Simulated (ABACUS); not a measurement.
Band structure of Mo₂N (I4_1/amd, 6 atoms in the cell; from Materials Project mp-27953, lattice scaled a little).

```xyz
6
Lattice="-2.1552 2.1552 4.0264 2.1552 -2.1552 4.0264 2.1552 2.1552 -4.0264" Properties=species:S:1:pos:R:3 pbc="T T T"
Mo     0.0000     2.1552     3.9214
Mo     0.0000     0.0000     1.9082
Mo     0.0000     0.0000     6.1446
Mo     0.0000     2.1552     0.1050
N      2.1552     0.0000     2.0132
N      0.0000     0.0000     4.0264
```

All values come from this method and carry its errors: PBEsol, PseudoDojo 0.4 standard norm-conserving PBEsol (tails mended) pseudopotentials (plane waves; ABACUS).

Settings: KPT = MP 5 5 5 0 0 0; basis_type = pw; ecutwfc = 84 Ry; smearing_method = fd; smearing_sigma = 0.00367493 Ry; potentials = PseudoDojo 0.4 standard norm-conserving PBEsol (tails mended); symmetry = 1; symmetry_prec = 1e-05; ks_solver = dav_subspace; scf_nmax = 100; scf_thr = 1.0e-09 Ry; mixing_type = broyden; mixing_beta = 0.4.

The structure comes from a collection of computed structures, made at another level of theory; the collection holds predicted forms beside known ones. Its lattice was then scaled. No clean gap shows at this smearing width and mesh (spacing up to 0.41 Å⁻¹); the mesh is coarse for partly filled bands, so the values carry mesh errors.

Points are given in units of this cell's reciprocal vectors. Levels in eV from the Fermi level, bands 30 to 37:
```json
[
 {"point": "Γ (0 0 0)", "30": "-1.29", "31": "-0.90", "32": "-0.90", "33": "-0.50", "34": "-0.50", "35": "-0.42", "36": "0.29", "37": "1.60"},
 {"point": "X (0.5 -0.5 0)", "30": "-1.79", "31": "-1.73", "32": "-1.73", "33": "0.05", "34": "0.05", "35": "1.38", "36": "1.38", "37": "1.53"},
 {"point": "Y (0.5 -0.5 0.143)", "30": "-2.39", "31": "-1.75", "32": "-1.75", "33": "0.42", "34": "0.42", "35": "0.97", "36": "0.97", "37": "1.61"},
 {"point": "S (0.322 -0.322 0.322)", "30": "-1.93", "31": "-1.32", "32": "-1.23", "33": "-0.34", "34": "-0.22", "35": "0.91", "36": "1.09", "37": "1.18"},
 {"point": "Z (0.5 0.5 -0.5)", "30": "-3.47", "31": "-0.17", "32": "-0.17", "33": "0.07", "34": "0.07", "35": "0.50", "36": "0.50", "37": "1.57"},
 {"point": "S1 (0.678 0.322 -0.322)", "30": "-1.93", "31": "-1.32", "32": "-1.23", "33": "-0.34", "34": "-0.22", "35": "0.91", "36": "1.09", "37": "1.18"},
 {"point": "N (0.5 0 0)", "30": "-2.13", "31": "-1.82", "32": "-0.63", "33": "-0.30", "34": "-0.04", "35": "0.24", "36": "0.99", "37": "1.11"},
 {"point": "P (0.75 -0.25 -0.25)", "30": "-1.33", "31": "-1.31", "32": "-1.31", "33": "0.66", "34": "0.66", "35": "0.95", "36": "0.95", "37": "1.57"},
 {"point": "Y1 (0.857 0.143 -0.5)", "30": "-2.39", "31": "-1.75", "32": "-1.75", "33": "0.42", "34": "0.42", "35": "0.97", "36": "0.97", "37": "1.61"}
]
```

3 bands cross the Fermi level along this path, so the cell has no gap at this level.

The Fermi level comes from the SCF mesh, which can miss band crossings, so its place against them is uncertain.

“Tails mended”: in these copies of the files the far tail of each local potential was reset to the Coulomb form.
